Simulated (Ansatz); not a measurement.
AlRu (CsCl type)

```xyz
2
Lattice="3.0037 0.0000 0.0000 0.0000 3.0037 0.0000 0.0000 0.0000 3.0037" Properties=species:S:1:pos:R:3 pbc="T T T"
Al     0.0000     0.0000     0.0000
Ru     1.5019     1.5019     1.5019
```

Grid over V/V₀ and (c/a)/(c/a)₀, subscript 0 meaning the relaxed cell; the conventional c axis lies along z; no internal relaxation.

All values below come from PBE (plane waves to 420 eV, PAW, scalar-relativistic; Ansatz, a first-principles code). k mesh 15×15×15 (Γ-centred), Fermi-Dirac smearing 0.05 eV. E stands for the smeared free energy. With partly filled bands, the response to shear is sensitive to the k mesh, so small differences along c/a are uncertain. AlRu is run without spin polarisation. AlRu was relaxed with its symmetry unable to fall. The zero of ΔE is the relaxed starting cell.

Predict the ΔE (eV/atom) at all points of the grid V/V₀ = 0.920, 0.947, 0.973, 1.000, 1.027, 1.053, 1.080 by (c/a)/(c/a)₀ = 0.920, 0.947, 0.973, 1.000, 1.027, 1.053, 1.080.

ΔE (eV/atom), with V/V₀ across and (c/a)/(c/a)₀ down:

```
(c/a)/(c/a)₀ \ V/V₀  0.920  0.947  0.973  1.000  1.027  1.053  1.080
-------------------  -----  -----  -----  -----  -----  -----  -----
0.920                0.107  0.067  0.044  0.036  0.040  0.055  0.079
0.947                0.082  0.044  0.022  0.015  0.020  0.036  0.061
0.973                0.068  0.031  0.010  0.004  0.009  0.026  0.051
1.000                0.064  0.027  0.006  0.000  0.006  0.022  0.048
1.027                0.068  0.031  0.010  0.003  0.009  0.025  0.051
1.053                0.079  0.041  0.020  0.013  0.018  0.034  0.059
1.080                0.096  0.058  0.036  0.028  0.032  0.047  0.072
```

(A scan under strain: stresses follow from slopes of the energy per volume, elastic moduli from its curvatures.)
